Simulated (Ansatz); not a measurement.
The relaxed structure here is a generated cell of WS2: the first start was made by a random draw of sites in a space group, and the end was not matched to a known phase here, so it may be hypothetical. Known forms of WS2 include space group No. 194.

A relaxed structure of WS₂. Space group C2 (No. 5). Method: r2SCAN (plane waves to 500 eV, PAW, scalar-relativistic; Ansatz, a quantum-chemistry and plane-wave program).

```cif
data_S12W6
_chemical_formula_sum 'S12 W6'
_space_group_name_H-M_alt 'C2'
_space_group_IT_number 5
_space_group_name_Hall 'C 2y'
_cell_length_a 8.19958
_cell_length_b 6.25770
_cell_length_c 7.94197
_cell_angle_alpha 90.000
_cell_angle_beta 114.786
_cell_angle_gamma 90.000
loop_
_atom_site_label
_atom_site_type_symbol
_atom_site_symmetry_multiplicity
_atom_site_Wyckoff_symbol
_atom_site_fract_x
_atom_site_fract_y
_atom_site_fract_z
_atom_site_occupancy
S1 S 4 c 0.30326 0.39016 0.21752 1
S2 S 4 c 0.23074 0.44773 0.61442 1
S3 S 2 a 0.00000 0.74482 0.00000 1
S4 S 2 b 0.50000 0.77081 0.50000 1
W1 W 4 c 0.19952 0.04287 0.06679 1
W2 W 2 a 0.00000 0.37753 0.00000 1
```
(The calculation used a cell of 9 atoms; values per cell refer to that cell.)

| Quantity | Result |
|---|---|
| Volume per atom | 20.55 Å³ |
| Density | 6.68 g/cm³ |
| Band gap | no gap (metallic) |
| Shortest distances | S–S 2.05 Å; S–W 2.30 Å; W–W 2.57 Å |
| k-mesh | 10×10×7 |

Band energies at high-symmetry points (eV from the Fermi level; labels of this space group; no spin-orbit coupling), from −5 eV up to 2.9 eV:

```
point                                                                                                                 energies
-----  -----------------------------------------------------------------------------------------------------------------------
Γ      -4.65 -4.47 -4.05 -3.81 -3.47 -3.38 -3.16 -2.64 -2.17 -2.08 -1.76 -1.24 -1.02 -0.64 -0.05 0.41 0.43 1.08 1.37 1.96 2.71
C            -4.80 -4.35 -3.87 -3.45 -3.25 -2.72 -2.70 -1.63 -1.57 -1.31 -1.18 -0.59 -0.30 -0.18 0.32 0.80 1.27 1.51 2.15 2.74
C2           -4.80 -4.35 -3.87 -3.45 -3.25 -2.72 -2.70 -1.63 -1.57 -1.31 -1.18 -0.59 -0.30 -0.18 0.32 0.80 1.27 1.51 2.15 2.74
Y2           -4.91 -4.34 -3.70 -3.46 -3.36 -2.77 -2.65 -1.57 -1.57 -1.37 -1.16 -0.61 -0.31 -0.13 0.41 0.82 1.25 1.71 2.15 2.66
M2      -4.73 -4.49 -4.23 -3.76 -3.60 -3.41 -3.41 -2.82 -1.84 -1.55 -1.20 -1.05 -0.73 -0.33 0.02 0.69 0.70 1.27 1.56 2.11 2.52
D       -4.73 -4.53 -4.39 -3.78 -3.63 -3.12 -2.91 -2.70 -1.87 -1.70 -1.38 -1.05 -0.68 -0.64 0.02 0.46 0.54 0.91 1.37 2.10 2.80
D2      -4.73 -4.53 -4.39 -3.78 -3.63 -3.12 -2.91 -2.70 -1.87 -1.70 -1.38 -1.05 -0.68 -0.64 0.02 0.46 0.54 0.91 1.37 2.10 2.80
A      -4.71 -4.37 -4.31 -3.99 -3.31 -3.18 -3.08 -2.39 -2.24 -1.97 -1.60 -1.40 -1.10 -0.86 -0.08 0.04 0.44 1.17 1.21 1.95 2.30
```

The relaxed cell holds bonded S–S pairs (2.05 Å). No spin polarisation in the result.

The run could not lose the symmetry of its start: the end is stationary, and may be a saddle point rather than a minimum.
